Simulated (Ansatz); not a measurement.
Suppose YMg₂O₂ takes space group I4/mmm (No. 139), with Y on 2b; Mg on 4c; O on 4e.

All numbers below come from DFT PBE, scalar-relativistic, plane waves, PAW (Ansatz 0.2.0). Cutoff 420 eV, Γ-centred mesh, Gaussian smearing, no spin polarisation.

Formation energies are uncorrected and refer to the elements' standard structures at the same level (O₂ as a molecule).

Problem. Give the relaxed lattice parameters and positions.

Solution.

Space group I4/mmm (No. 139). a = 6.683 Å, b = 6.683 Å, c = 5.551 Å, α = 90.00°, β = 90.00°, γ = 90.00°
```csv
atom,site,symmetry,x,y,z
Y,2b,4/mmm,0.0000,0.0000,0.5000
Mg,4c,mmm.,0.0000,0.5000,0.0000
O,4e,4mm,0.0000,0.0000,0.8750
```

Y is surrounded by 2 O at 2.08 Å and 4 Mg at 3.34 Å; around Mg lie 2 Mg at 2.78 Å and 2 Y at 3.34 Å; around O lie 1 O at 1.39 Å and 1 Y at 2.08 Å. Another local minimum with the same sites may exist.

Problem. Where does its energy lie, and is it a metal?

Solution. The energy over the elements is −0.30 eV/atom and the gap on the 10×10×10 mesh of the 5-atom cell is 0 eV (a metal).

The last run used Gaussian smearing of 0.10 eV. An odd number of electrons in the primitive cell allows no gap without spin; a larger cell or a magnetic state could open one. Symmetry constrained the relaxation, so the result can be a saddle point. Another cell of YMg2O2 relaxed alike, in R-3m, lies 1.66 eV/atom lower, so this cell isn't the stable form at this level.
